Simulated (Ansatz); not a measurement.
## What strain does to Sr2C (antifluorite)

Sr2C built on the antifluorite prototype, relaxed with r2SCAN in Ansatz. Space group Fm-3m (No. 225), cubic; a = 6.720 Å in the conventional setting, 25.29 Å³ an atom. C has 8 Sr at 2.91 Å; Sr has 4 C at 2.91 Å.

The axes x, y and z are those of this cell:
```yaml
crystal:
  lattice:
    - [0.00000, 3.36014, 3.36014]
    - [3.36014, 0.00000, 3.36014]
    - [3.36014, 3.36014, 0.00000]
  atoms:
    - { symbol: C, position: [0.00000, 0.00000, 0.00000] }
    - { symbol: Sr, position: [0.25000, 0.25000, 0.25000] }
    - { symbol: Sr, position: [0.75000, 0.75000, 0.75000] }
```

Unstrained: The HSE06 gap is indirect, 0.350 eV (X to Γ), below the direct gap of 0.402 eV at X. Meshes: HSE06 4×4×4. Strains are changes of length per length, and xy shears are angles. After each strain the atoms were relaxed again with r2SCAN within the symmetry that the strain leaves, so tilts or polar shifts that break it weren't tested; points keep the names that they have in the unstrained zone. Simulation only: spin-unpolarised, and no claim that this is the phase found in nature.

Changes of the least gap in eV (an overlap counts as a negative gap):
```tsv
strain	volume change (%)	space group	HSE06
epitaxial +5.0 % in the plane normal to [111], free normal strain -5.15 %	+4.6	R-3m	-0.190
xy shear, engineering strain (angle) -1.5 %	0.0	Immm	-0.008
isotropic -2.5 % on every length	-7.3	Fm-3m	-0.012
epitaxial +3.0 % in the xy plane, free normal strain -0.28 %	+5.8	I4/mmm	-0.209
```

Epitaxial +5.0 % in the plane normal to [111], free normal strain -5.15 %. HSE06: the gap goes from 0.350 to 0.160 eV (-0.190 eV).

Xy shear, engineering strain (angle) -1.5 %. HSE06: the gap goes from 0.350 to 0.342 eV (-0.008 eV).

Isotropic -2.5 % on every length. HSE06: the gap goes from 0.350 to 0.338 eV (-0.012 eV); it turns from indirect (X → Γ) to direct (X).

Epitaxial +3.0 % in the xy plane, free normal strain -0.28 %. HSE06: the gap goes from 0.350 to 0.141 eV (-0.209 eV); so small a gap is at the limit of these settings.

The meshes of the hybrids are coarse, so their gaps aren't converged to the digits shown.
